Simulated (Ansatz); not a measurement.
InRh (CsCl type, space group No. 221), the program Ansatz at the PBE level (PAW), all energies at zero smearing, with the estimated change up to a 700 eV cutoff added, with one set of potentials and settings (totals compare only within such a set). Cell of 2 atoms (1 In, 1 Rh): -12001.527 eV.

| element | reference phase | E (eV/atom) |
|---|---|---|
| In | I4/mmm, 1 atoms in the cell | -5597.8481 |
| Rh | Fm-3m, 1 atoms in the cell | -6402.8911 |

Formation energy per atom, worked out: (-12001.527 − 1×(-5597.8481) − 1×(-6402.8911))/2 = -0.394 eV/atom (-38 kJ per mol of atoms), at 0 K, without zero-point energy or fitted corrections.

Space group Pm-3m (CsCl type). The workflow started from an entry of the Crystallography Open Database (COD). Whether it is the stable phase at ambient conditions was not checked. The PBE relaxation kept the symmetry of its start; its stability against distortions is not shown here. The run is not spin-polarised. The references are the lowest solids computed at this level, not always the standard phases.

Potentials: the later of the program's two PAW sets.
